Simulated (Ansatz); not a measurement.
Computed with DFT PBE, scalar-relativistic, plane waves, PAW in Ansatz 0.2.0. Settings: cutoff 420 eV, Γ-centred meshes spaced at most about 0.3 Å⁻¹, and about 0.25 Å⁻¹ or finer for metals (2π included), Gaussian smearing. No spin polarisation in the final relaxations.

Temperature and zero-point effects are left out.

Compare these two cells of ScRu3, each relaxed at this level.

A.

```xyz
4
Lattice="5.1027 0.0000 0.0000 -2.5514 4.4191 0.0000 0.0000 0.0000 2.8460" Properties=species:S:1:pos:R:3 pbc="T T T"
Sc    0.0000    0.0000    1.4230
Ru    2.5514    0.0000    0.0000
Ru   -1.2757    2.2095    0.0000
Ru    1.2757    2.2095    0.0000
```

B.

```xyz
8
Lattice="3.6553 2.1104 2.6893 -3.6553 2.1104 2.6893 0.0000 -4.2208 2.6893" Properties=species:S:1:pos:R:3 pbc="T T T"
Sc    0.0000    0.0000    5.4530
Sc    0.0000    0.0000    2.6149
Ru   -1.6436   -1.9563    4.5003
Ru    2.5160   -0.4453    4.5003
Ru    0.8724   -2.4016    3.5676
Ru    1.6436    1.9563    3.5676
Ru   -2.5160    0.4453    3.5676
Ru   -0.8724    2.4016    4.5003
```

Question: Which form is favoured at zero pressure, and by what margin per atom?

Answer: B is lower, by 217 meV/atom. A has space group P6/mmm (No. 191), 16.0 Å³/atom and no gap on its mesh; B has space group R-3 (No. 148), 15.6 Å³/atom and no gap. Counting all near atoms (those within 1.25 times the shortest distance at each site; a plus sign parts nearer from farther groups), A has Sc 14, Ru 4+6 and B has Sc 13, Ru 11. The denser one is the lower, and pressure would at first widen the difference. In A, Sc has 2 Sc at 2.85 Å and 12 Ru at 2.92 Å; Ru is surrounded by 4 Ru at 2.55 Å, 2 Ru at 2.85 Å and 4 Sc at 2.92 Å. In B, Sc has 6 Ru at 2.66–2.73 Å, 1 Sc at 2.84 Å, 3 Ru at 2.91 Å and 3 Ru at 3.18 Å; Ru has 7 Ru at 2.62–2.80 Å, 2 Sc at 2.66–2.73 Å, 1 Sc at 2.91 Å and 1 Sc at 3.18 Å. Both come from invented guesses.

Cells relaxed within their symmetry can be saddle points.
